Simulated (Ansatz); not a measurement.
Values for one crystal, relaxed and computed with PBEsol in the plane-wave PAW code Ansatz; other levels are named.

```yaml
volume_per_atom: 25.00 Å³
electronic_character: metallic (no gap)
Elastic constants (relaxed ions, GPa): C11 = 68.9, C12 = 24.4, C13 = 3.9, C33 = 58.4, C44 = -13.7
Density of states at the Fermi level: 0.46 states/eV per atom (mean over ±0.08 eV)
Bulk modulus (Birch–Murnaghan fit): 28.0 GPa
Pressure derivative B′: 4.0
mechanical_stability: unstable (C has a negative eigenvalue)
```

Q: Pick the material that matches.
A) Li, fcc (Cu type)
B) Mg, simple hexagonal
C) Ba, fcc (Cu type)
D) Ga, Cmcm (Ga on 8g)

A: B, Mg, simple hexagonal

Space group P6/mmm (simple hexagonal). The first step of the workflow began from a Materials Project structure, measured or hypothetical; the Crystallography Open Database copy checked does not list it. It is not the phase usual at ambient conditions (space group No. 194). The PBEsol relaxation kept the symmetry of its start. As this level gives no gap, shear constants depend on the k-mesh and smearing (Fermi–Dirac, 0.1 eV here).

Potentials: the later of the program's two PAW sets.
